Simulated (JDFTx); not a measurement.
An input for a modified build of JDFTx (Ir(100), CANDLE, water, 1 M NaF; bohr, hartree) and the course of its log:

```
lattice \
  5.1497683269 0.0000000000 0.0000000000 \
  0.0000000000 5.1497683269 0.0000000000 \
  0.0000000000 0.0000000000 44.7865091536
coords-type Lattice
ion Ir 0.0000000000 0.0000000000 -0.1626130800 0
ion Ir 0.5000000000 0.5000000000 -0.0813065400 0
ion Ir 0.0000000000 0.0000000000 0.0000000000 0
ion Ir 0.5000000000 0.5000000000 0.0813065400 0
ion Ir 0.0000000000 0.0000000000 0.1626130800 0
ion-species pseudo/ir_pbe_v1.2.upf
elec-cutoff 20 100
elec-ex-corr gga-PBE
coulomb-interaction Slab 001
coulomb-truncation-embed 0 0 0
kpoint-folding 8 8 1
elec-smearing Fermi 0.003
elec-n-bands 50
electronic-scf nIterations 100 energyDiffThreshold 1e-08
fluid LinearPCM
pcm-variant CANDLE
fluid-solvent H2O
fluid-cation Na+ 1
fluid-anion F- 1
fluid-minimize nIterations 400 knormThreshold 1e-11
wavefunction read 003_vac.wfns
elec-initial-eigenvals 003_vac.eigenvals
dump-name 003_f0.$VAR
dump End State Ecomponents EigStats BandEigs Forces ElecDensity IonicPositions Fillings Kpoints Dtot FluidDebug BoundCharge FluidDensity
```

```
[one cycle in 5 is shown, and the last three; fluid-solver lines are left out]
	FillingsUpdate:  mu: -0.195424951  nElectrons: 75.000000
SCF: Cycle:  0   F: -382.239198748253784   dF: +1.893e-05   |Residual|: 1.659e-03   |deigs|: 2.755e-04
	FillingsUpdate:  mu: -0.192677255  nElectrons: 75.000000
SCF: Cycle:  5   F: -382.239262014942767   dF: -5.374e-06   |Residual|: 2.380e-04   |deigs|: 7.517e-04
	FillingsUpdate:  mu: -0.191800012  nElectrons: 75.000000
SCF: Cycle: 10   F: -382.239263382731110   dF: -1.545e-08   |Residual|: 1.113e-04   |deigs|: 5.086e-04
	FillingsUpdate:  mu: -0.191780800  nElectrons: 75.000000
SCF: Cycle: 15   F: -382.239263469155730   dF: -2.010e-08   |Residual|: 1.249e-05   |deigs|: 1.252e-04
	FillingsUpdate:  mu: -0.191781833  nElectrons: 75.000000
SCF: Cycle: 20   F: -382.239263466933266   dF: -5.323e-08   |Residual|: 1.811e-05   |deigs|: 1.832e-05
	FillingsUpdate:  mu: -0.191746378  nElectrons: 75.000000
SCF: Cycle: 25   F: -382.239263389870530   dF: +7.034e-08   |Residual|: 5.544e-05   |deigs|: 5.053e-05
	FillingsUpdate:  mu: -0.191781293  nElectrons: 75.000000
SCF: Cycle: 30   F: -382.239263470816013   dF: -6.600e-11   |Residual|: 4.903e-06   |deigs|: 6.463e-06
	FillingsUpdate:  mu: -0.191781295  nElectrons: 75.000000
SCF: Cycle: 35   F: -382.239263470453068   dF: +2.211e-10   |Residual|: 3.078e-06   |deigs|: 2.792e-05
	FillingsUpdate:  mu: -0.191799433  nElectrons: 75.000000
SCF: Cycle: 40   F: -382.239263439188846   dF: +3.240e-09   |Residual|: 4.105e-05   |deigs|: 2.367e-05
	FillingsUpdate:  mu: -0.191780831  nElectrons: 75.000000
SCF: Cycle: 45   F: -382.239263393134536   dF: +7.722e-08   |Residual|: 7.458e-05   |deigs|: 5.472e-06
	FillingsUpdate:  mu: -0.191775789  nElectrons: 75.000000
SCF: Cycle: 50   F: -382.239263465646786   dF: -3.279e-08   |Residual|: 1.933e-05   |deigs|: 1.513e-05
	FillingsUpdate:  mu: -0.191778765  nElectrons: 75.000000
SCF: Cycle: 55   F: -382.239263466358750   dF: -5.048e-08   |Residual|: 1.541e-05   |deigs|: 1.886e-05
	FillingsUpdate:  mu: -0.191790472  nElectrons: 75.000000
SCF: Cycle: 60   F: -382.239263429614539   dF: +3.727e-08   |Residual|: 4.134e-05   |deigs|: 1.736e-05
	FillingsUpdate:  mu: -0.191773797  nElectrons: 75.000000
SCF: Cycle: 65   F: -382.239263458880657   dF: -6.742e-08   |Residual|: 2.807e-05   |deigs|: 2.790e-05
	FillingsUpdate:  mu: -0.191776747  nElectrons: 75.000000
SCF: Cycle: 70   F: -382.239263468818649   dF: -6.949e-08   |Residual|: 1.497e-05   |deigs|: 3.258e-05
	FillingsUpdate:  mu: -0.191774432  nElectrons: 75.000000
SCF: Cycle: 75   F: -382.239263461487042   dF: -1.306e-08   |Residual|: 2.443e-05   |deigs|: 1.823e-05
	FillingsUpdate:  mu: -0.191762211  nElectrons: 75.000000
SCF: Cycle: 80   F: -382.239263426606271   dF: +2.409e-08   |Residual|: 4.553e-05   |deigs|: 2.884e-05
	FillingsUpdate:  mu: -0.191774665  nElectrons: 75.000000
SCF: Cycle: 85   F: -382.239263460914003   dF: -5.957e-08   |Residual|: 2.448e-05   |deigs|: 2.021e-05
	FillingsUpdate:  mu: -0.191774929  nElectrons: 75.000000
SCF: Cycle: 90   F: -382.239263465984720   dF: -6.269e-08   |Residual|: 1.722e-05   |deigs|: 1.887e-05
	FillingsUpdate:  mu: -0.191792221  nElectrons: 75.000000
SCF: Cycle: 95   F: -382.239263467523529   dF: -6.865e-09   |Residual|: 1.045e-05   |deigs|: 1.786e-05
	FillingsUpdate:  mu: -0.191779668  nElectrons: 75.000000
SCF: Cycle: 97   F: -382.239263468636750   dF: -7.070e-08   |Residual|: 1.033e-05   |deigs|: 1.684e-05
	FillingsUpdate:  mu: -0.191790001  nElectrons: 75.000000
SCF: Cycle: 98   F: -382.239263416987853   dF: +5.165e-08   |Residual|: 4.936e-05   |deigs|: 1.173e-05
	FillingsUpdate:  mu: -0.191772484  nElectrons: 75.000000
SCF: Cycle: 99   F: -382.239263459822098   dF: -4.283e-08   |Residual|: 2.593e-05   |deigs|: 1.890e-05
SCF: None of the convergence criteria satisfied after 100 iterations.
IonicMinimize: Iter:   0  F: -382.239263459822098  |grad|_K:  0.000e+00
IonicMinimize: Converged (|grad|_K<1.000000e-04).
```

This run gave no converged result. The loop ran out of cycles short of its threshold. It has stalled and not diverged: the last ten energies span 7e-08 Ha, so the total is near its end, but levels, forces and charges aren't shown converged.
